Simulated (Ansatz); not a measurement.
LuBRh₃:
```
CELL_PARAMETERS angstrom
      4.14185     0.00000     0.00000
      0.00000     4.14185     0.00000
      0.00000     0.00000     4.14185
ATOMIC_POSITIONS crystal
  Rh 0.00000 0.50000 0.50000
  Rh 0.50000 0.00000 0.50000
  Rh 0.50000 0.50000 0.00000
  B  0.50000 0.50000 0.50000
  Lu 0.00000 0.00000 0.00000
```

Relaxed with r²SCAN. Special points in fractions of this cell's reciprocal vectors: Γ (0.000, 0.000, 0.000); X (0.000, 0.500, 0.000); M (0.500, 0.500, 0.000); R (0.500, 0.500, 0.500).

List the band energies nearest the Fermi level at these points for plane-wave PAW r²SCAN (Ansatz code).

In eV from the Fermi level; about four levels below and three above (degenerate sets whole), none deeper than 8.9 eV; points with the same levels are listed once.

```csv
k,below,above
Γ,-1.41 -1.41 -0.72 -0.72 -0.72,0.29 0.34 0.34 0.34
X,-1.46 -1.28 -1.28 -0.79,0.35 2.15 2.15
M,-1.51 -1.19 -0.93 -0.60,1.66 1.66 3.74 3.74
R,-2.58 -2.58 -2.58 -1.39 -1.39,0.14 0.14 0.14
```

Space group Pm-3m (cubic perovskite). The workflow started from an entry of the Crystallography Open Database (COD). Its standing as an ambient phase is unchecked. The cell was relaxed with r²SCAN under the symmetry of its start; whether a distortion lowers the energy is not shown. The run is not spin-polarised. Spin–orbit coupling is left out wherever it is not named.

Potentials: the later of the program's two PAW sets.
